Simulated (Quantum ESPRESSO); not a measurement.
Mg3S2FCl, finding a planted mistake in a log

A calculation, not a measurement. The program is pw.x of Quantum ESPRESSO 7.5 (plane-wave density functional theory). The cell is made up: 7 atoms on a zincblende/diamond lattice with one site empty, with randomly drawn elements, strain and displacements, not relaxed. PseudoDojo standard norm-conserving files (v0.5 for PBE, v0.4.1 for LDA and PBEsol) set the functional; there is no spin polarisation, spin-orbit coupling or dispersion term, and the masses in the input are unused placeholders.

Intended input:

```
&control calculation='scf', pseudo_dir='./dojo.nc.sr.pbe.v0_5.standard.upf', outdir='./o', disk_io='medium', tprnfor=.true., tstress=.true. /
&system ibrav=0, nat=7, ntyp=4, nbnd=34, ecutwfc=84.00895049, nosym=.true., tot_charge=0,
 occupations='smearing', smearing='fd', degauss=0.0018374661
/
&electrons conv_thr=7.350e-09, electron_maxstep=60, /
ATOMIC_SPECIES
Cl 1.0 Cl.upf
F 1.0 F.upf
Mg 1.0 Mg.upf
S 1.0 S.upf
CELL_PARAMETERS angstrom
5.5313 0.0 0.0
0.0 5.5313 0.0
0.0 0.0 5.5313
ATOMIC_POSITIONS angstrom
Mg -0.0941 2.6845 2.6967
Mg 2.7166 -0.1185 2.7894
Mg 2.6556 2.7583 0.0143
S 1.2989 1.2994 1.4314
F 1.3323 4.2631 4.1236
Cl 4.2306 1.3847 4.1551
S 4.2548 4.0997 1.1971
K_POINTS automatic
4 4 4 1 1 1
```

The log is shortened where brackets say so; the opening notice, blank lines, dates and the lines on written files are dropped, and the path of the files is cut. It prints rydbergs, bohrs and kilobars, and counts compression as positive stress. Where no state is partly filled, the Fermi energy that it prints is only some level between the filled and the empty states on the mesh, and need not lie in the true gap.

Log of the intended run:

```
     Program PWSCF v.7.5
     Parallel version (MPI & OpenMP), running on       1 processor cores
     Number of MPI processes:                 1
     Threads/MPI process:                     1
     [start-up lines left out]
     bravais-lattice index     =            0
     lattice parameter (alat)  =      10.4526  a.u.
     unit-cell volume          =    1142.0319 (a.u.)^3
     number of atoms/cell      =            7
     number of atomic types    =            4
     number of electrons       =        56.00
     number of Kohn-Sham states=           34
     kinetic-energy cutoff     =      84.0090  Ry
     charge density cutoff     =     336.0358  Ry
     scf convergence threshold =      7.3E-09
     mixing beta               =       0.7000
     number of iterations used =            8  plain     mixing
     Exchange-correlation= PBE
                           (   1   4   3   4   0   0   0)
     [axes and pseudopotential details left out]
   Cartesian axes
     site n.     atom                  positions (alat units)
         1        Mg     tau(   1) = (  -0.0170123   0.4853289   0.4875346  )
         2        Mg     tau(   2) = (   0.4911323  -0.0214235   0.5042937  )
         3        Mg     tau(   3) = (   0.4801041   0.4986712   0.0025853  )
         4        S      tau(   4) = (   0.2348273   0.2349177   0.2587818  )
         5        F      tau(   5) = (   0.2408656   0.7707230   0.7455029  )
         6        Cl     tau(   6) = (   0.7648473   0.2503390   0.7511977  )
         7        S      tau(   7) = (   0.7692224   0.7411820   0.2164229  )
     number of k points=    32  Fermi-Dirac smearing, width (Ry)=  0.0018
                       cart. coord. in units 2pi/alat
        k(    1) = (   0.1250000   0.1250000   0.1250000), wk =   0.0625000
        k(    2) = (   0.1250000   0.1250000   0.3750000), wk =   0.0625000
     [further k points left out]
     Dense  grid:   118721 G-vectors     FFT dimensions: (  64,  64,  64)
     Estimated max dynamical RAM per process >     143.52 MB
     Initial potential from superposition of free atoms
     starting charge      55.9975, renormalised to      56.0000
     Starting wfcs are   31 randomized atomic wfcs +    3 random wfcs
     total cpu time spent up to now is       10.8 secs
     per-process dynamical memory:    98.4 Mb
     Self-consistent Calculation
     iteration #  1     ecut=    84.01 Ry     beta= 0.70
     Davidson diagonalization with overlap
     ethr =  1.00E-02,  avg # of iterations =  6.3
     total cpu time spent up to now is       40.0 secs
     total energy              =    -482.86615031 Ry
     estimated scf accuracy    <       0.72136718 Ry
     iteration #  2     ecut=    84.01 Ry     beta= 0.70
     Davidson diagonalization with overlap
     ethr =  1.29E-03,  avg # of iterations =  2.2
     total cpu time spent up to now is       65.3 secs
     total energy              =    -483.01530312 Ry
     estimated scf accuracy    <       0.57221776 Ry
     [iterations 3 to 8 left out]
     iteration #  9     ecut=    84.01 Ry     beta= 0.70
     Davidson diagonalization with overlap
     ethr =  4.76E-10,  avg # of iterations =  2.1
     total cpu time spent up to now is      219.7 secs
     total energy              =    -483.14753949 Ry
     estimated scf accuracy    <       0.00000002 Ry
     iteration # 10     ecut=    84.01 Ry     beta= 0.70
     Davidson diagonalization with overlap
     ethr =  4.33E-11,  avg # of iterations =  2.0
     total cpu time spent up to now is      239.6 secs
     End of self-consistent calculation
     [lines on levels left out]
     the Fermi energy is     4.2041 ev
!    total energy              =    -483.14753950 Ry
     estimated scf accuracy    <          3.0E-09 Ry
     smearing contrib. (-TS)   =      -0.00000000 Ry
     internal energy E=F+TS    =    -483.14753950 Ry
     The total energy is F=E-TS. E is the sum of the following terms:
     one-electron contribution =    -364.98226797 Ry
     hartree contribution      =     183.85059451 Ry
     xc contribution           =     -80.23869136 Ry
     ewald contribution        =    -221.77717468 Ry
     convergence has been achieved in  10 iterations
     Forces acting on atoms (cartesian axes, Ry/au):
     atom    1 type  3   force =     0.02366415    0.03996305   -0.01662371
     atom    2 type  3   force =    -0.01750892   -0.02499006   -0.01221731
     atom    3 type  3   force =    -0.01922768    0.01770941    0.01538697
     atom    4 type  4   force =     0.02157548   -0.00252636   -0.00488677
     atom    5 type  2   force =     0.04652167   -0.03137813   -0.02780385
     atom    6 type  1   force =    -0.02720799   -0.01901096    0.02158813
     atom    7 type  4   force =    -0.02781672    0.02023305    0.02455654
     Total force =     0.110478     Total SCF correction =     0.000086
     Computing stress (Cartesian axis) and pressure
          total   stress  (Ry/bohr**3)                   (kbar)     P=      -23.66
  -0.00014581   0.00001051  -0.00002747          -21.45        1.55       -4.04
   0.00001051  -0.00010242   0.00001282            1.55      -15.07        1.89
  -0.00002747   0.00001282  -0.00023431           -4.04        1.89      -34.47
     init_run     :      8.58s CPU     10.71s WALL (       1 calls)
     electrons    :    214.12s CPU    228.86s WALL (       1 calls)
     forces       :      2.44s CPU      2.49s WALL (       1 calls)
     stress       :      9.40s CPU      9.48s WALL (       1 calls)
     [timing details left out]
     PWSCF        :   3m54.69s CPU   4m12.15s WALL
     JOB DONE.
```

A second run was made from an input with one planted mistake. Its log:

```
     Program PWSCF v.7.5
     Parallel version (MPI & OpenMP), running on       1 processor cores
     Number of MPI processes:                 1
     Threads/MPI process:                     1
     [start-up lines left out]
     bravais-lattice index     =            0
     lattice parameter (alat)  =      10.4526  a.u.
     unit-cell volume          =    1142.0319 (a.u.)^3
     number of atoms/cell      =            7
     number of atomic types    =            4
     number of electrons       =        55.00
     number of Kohn-Sham states=           34
     kinetic-energy cutoff     =      84.0090  Ry
     charge density cutoff     =     336.0358  Ry
     scf convergence threshold =      7.3E-09
     mixing beta               =       0.7000
     number of iterations used =            8  plain     mixing
     Exchange-correlation= PBE
                           (   1   4   3   4   0   0   0)
     [axes and pseudopotential details left out]
   Cartesian axes
     site n.     atom                  positions (alat units)
         1        Mg     tau(   1) = (  -0.0170123   0.4853289   0.4875346  )
         2        Mg     tau(   2) = (   0.4911323  -0.0214235   0.5042937  )
         3        Mg     tau(   3) = (   0.4801041   0.4986712   0.0025853  )
         4        S      tau(   4) = (   0.2348273   0.2349177   0.2587818  )
         5        F      tau(   5) = (   0.2408656   0.7707230   0.7455029  )
         6        Cl     tau(   6) = (   0.7648473   0.2503390   0.7511977  )
         7        S      tau(   7) = (   0.7692224   0.7411820   0.2164229  )
     number of k points=    32  Fermi-Dirac smearing, width (Ry)=  0.0018
                       cart. coord. in units 2pi/alat
        k(    1) = (   0.1250000   0.1250000   0.1250000), wk =   0.0625000
        k(    2) = (   0.1250000   0.1250000   0.3750000), wk =   0.0625000
     [further k points left out]
     Dense  grid:   118721 G-vectors     FFT dimensions: (  64,  64,  64)
     Estimated max dynamical RAM per process >     143.52 MB
     Initial potential from superposition of free atoms
     starting charge      55.9975, renormalised to      55.0000
     Starting wfcs are   31 randomized atomic wfcs +    3 random wfcs
     total cpu time spent up to now is        8.2 secs
     per-process dynamical memory:    98.4 Mb
     Self-consistent Calculation
     iteration #  1     ecut=    84.01 Ry     beta= 0.70
     Davidson diagonalization with overlap
     ethr =  1.00E-02,  avg # of iterations =  6.8
     total cpu time spent up to now is       31.9 secs
     total energy              =    -483.02416447 Ry
     estimated scf accuracy    <       0.76986045 Ry
     iteration #  2     ecut=    84.01 Ry     beta= 0.70
     Davidson diagonalization with overlap
     ethr =  1.40E-03,  avg # of iterations =  2.9
     total cpu time spent up to now is       54.7 secs
     total energy              =    -482.66174267 Ry
     estimated scf accuracy    <       2.33409209 Ry
     [iterations 3 to 10 left out]
     iteration # 11     ecut=    84.01 Ry     beta= 0.70
     Davidson diagonalization with overlap
     ethr =  2.43E-10,  avg # of iterations =  3.3
     total cpu time spent up to now is      289.0 secs
     total energy              =    -483.30457435 Ry
     estimated scf accuracy    <       0.00000001 Ry
     iteration # 12     ecut=    84.01 Ry     beta= 0.70
     Davidson diagonalization with overlap
     ethr =  2.68E-11,  avg # of iterations =  2.3
     total cpu time spent up to now is      318.2 secs
     End of self-consistent calculation
     [lines on levels left out]
     the Fermi energy is     1.5867 ev
!    total energy              =    -483.30457435 Ry
     estimated scf accuracy    <          1.2E-09 Ry
     smearing contrib. (-TS)   =      -0.00097268 Ry
     internal energy E=F+TS    =    -483.30360168 Ry
     The total energy is F=E-TS. E is the sum of the following terms:
     one-electron contribution =    -365.72474384 Ry
     hartree contribution      =     183.71629963 Ry
     xc contribution           =     -79.51798279 Ry
     ewald contribution        =    -221.77717468 Ry
     convergence has been achieved in  12 iterations
     Forces acting on atoms (cartesian axes, Ry/au):
     atom    1 type  3   force =     0.02295351    0.04304461    0.01606504
     atom    2 type  3   force =    -0.01693891   -0.02791818    0.01846751
     atom    3 type  3   force =    -0.02342908    0.01862093   -0.02912489
     atom    4 type  4   force =     0.02091428   -0.00704470   -0.01452206
     atom    5 type  2   force =     0.04779908   -0.03359220   -0.03088149
     atom    6 type  1   force =    -0.02982038   -0.01731393    0.01799183
     atom    7 type  4   force =    -0.02147849    0.02420348    0.02200406
     Total force =     0.117889     Total SCF correction =     0.000045
     Computing stress (Cartesian axis) and pressure
          total   stress  (Ry/bohr**3)                   (kbar)     P=      -94.61
  -0.00069526  -0.00014633  -0.00002097         -102.28      -21.53       -3.08
  -0.00014633  -0.00066179   0.00000870          -21.53      -97.35        1.28
  -0.00002097   0.00000870  -0.00057240           -3.08        1.28      -84.20
     init_run     :      7.70s CPU      8.19s WALL (       1 calls)
     electrons    :    284.18s CPU    309.96s WALL (       1 calls)
     forces       :      3.43s CPU      3.50s WALL (       1 calls)
     stress       :     13.43s CPU     13.54s WALL (       1 calls)
     [timing details left out]
     PWSCF        :   5m 8.89s CPU   5m35.55s WALL
     JOB DONE.
```

Question: what was wrong in the second input?

Answer: the cell has the wrong charge. The input lines that differ, file-writing options aside:

```
- &system ibrav=0, nat=7, ntyp=4, nbnd=34, ecutwfc=84.00895049, nosym=.true., tot_charge=0,
+ &system ibrav=0, nat=7, ntyp=4, nbnd=34, ecutwfc=84.00895049, nosym=.true., tot_charge=1,
```

|  | intended run | run with the mistake |
| --- | --- | --- |
| free energy (eV) | -6573.557 | -6575.694 |
| smearing term -TS (eV) | 0.0000 | -0.0132 |
| pressure (GPa) | -2.37 | -9.46 |
| largest force component (eV/Å) | 1.196 | 1.229 |
| largest change of a force component (eV/Å) |  | 1.144 |
| iterations | 10 | 12 |

For scale, a rerun of the intended cell at 1437 eV and a 6 x 6 x 6 mesh moved values by no more than 0.002 eV in energy, 0.02 GPa in stress and 0.007 eV/Å in force. The charged cell sits in a uniform background, so its energy and stress rest on the program's zero of potential.